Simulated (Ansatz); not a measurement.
The relaxed structure here is a generated cell of TiB2: the first start was made by placing the elements on the sites of a structure type, and the end was not matched to a known phase here, so it may be hypothetical. Known forms of TiB2 include space group No. 191.

A relaxed cell of TiB$_{2}$ (I4/mmm (No. 139)), relaxed on a k-mesh at least as fine as the one used below. Calculation: PBE (plane waves to 420 eV, PAW, scalar-relativistic; Ansatz, a quantum-chemistry and plane-wave program). Γ-centred k-mesh 14×14×14 on the run's cell (coarser than for final values), Fermi–Dirac smearing 0.05 eV.

```yaml
crystal:
  lattice:
    - [-3.20290, 3.20290, 5.99601]
    - [0.00000, 0.00000, 5.99601]
    - [1.60145, 1.60145, -2.99801]
  atoms:
    - { symbol: Ti, position: [0.00000, 0.00000, 0.00000] }
    - { symbol: Ti, position: [0.50000, 0.00000, 0.00000] }
    - { symbol: B, position: [0.00000, 0.36887, 0.00000] }
    - { symbol: B, position: [0.50000, 0.36887, 0.00000] }
    - { symbol: B, position: [0.00000, 0.63113, 0.00000] }
    - { symbol: B, position: [0.50000, 0.63113, 0.00000] }
```

The atoms are displaced along an unstable phonon of this cell by (Å):

```json
[
 {"atom": "Ti1", "ux": "-0.056", "uy": "0.056", "uz": "0.000"},
 {"atom": "Ti2", "ux": "0.056", "uy": "-0.056", "uz": "0.000"},
 {"atom": "B3", "ux": "0.106", "uy": "-0.106", "uz": "0.000"},
 {"atom": "B4", "ux": "-0.106", "uy": "0.106", "uz": "0.000"},
 {"atom": "B5", "ux": "0.106", "uy": "-0.106", "uz": "0.000"},
 {"atom": "B6", "ux": "-0.106", "uy": "0.106", "uz": "0.000"}
]
```

Task: What forces (eV/Å) and pressure result?

Result: 
```json
[
 {"atom": "Ti1", "Fx": "-0.78", "Fy": "0.78", "Fz": "0.00"},
 {"atom": "Ti2", "Fx": "0.78", "Fy": "-0.78", "Fz": "0.00"},
 {"atom": "B3", "Fx": "0.28", "Fy": "-0.28", "Fz": "-0.55"},
 {"atom": "B4", "Fx": "-0.28", "Fy": "0.28", "Fz": "-0.55"},
 {"atom": "B5", "Fx": "0.28", "Fy": "-0.28", "Fz": "0.55"},
 {"atom": "B6", "Fx": "-0.28", "Fy": "0.28", "Fz": "0.55"}
]
```

Pressure -1.0 GPa.

Task: Estimate the energy cost of the displacement in the harmonic approximation and compare with the calculation.

Result: For a harmonic well ΔE = −½ Σ F·u = -0.204 eV a cell, or -34 meV/atom. The calculated energy relative to the undisplaced cell is -0.04 eV/atom, so the harmonic estimate holds well.

The undisplaced cell is probably no minimum: from this displacement the run went on to Cmme (No. 67), 0.38 eV/atom below it.

No spin polarisation in the result.
